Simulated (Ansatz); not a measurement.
WSe2 in space group P6_3/mmc (No. 194; W on 2c, Se on 4f) under volume change, r²SCAN+D4 (plane waves, PAW; program Ansatz), shape and atoms relaxed at each volume.

```tsv
V (Å³/atom)	E − E(relaxed) (meV/atom)	P (GPa)
18.950	28.1	5.74
19.575	10.9	3.20
20.199	2.4	1.31
20.824	0.0	0.00
21.449	[?]	[?]
22.073	6.0	-1.31
22.698	[?]	[?]
```

**Question.** Some entries are withheld; supply them.

**Answer.** 
- 21.449, E − E(relaxed) (meV/atom): 1.8
- 21.449, P (GPa): -0.84
- 22.698, E − E(relaxed) (meV/atom): 11.6
- 22.698, P (GPa): -1.53

**Question.** What does a third-order Birch–Murnaghan fit give for V₀, B₀ and B′?

**Answer.** V₀ = 20.83 Å³/atom, B₀ = 34.6 GPa, B′ = 13.2.

Symmetry was held in the r²SCAN+D4 relaxation; of distortions, only those at the zone centre were tested. The run is not spin-polarised. Scalar-relativistic: spin–orbit coupling is off unless named, which matters more the heavier the elements.

Potentials: the later of the program's two PAW sets.
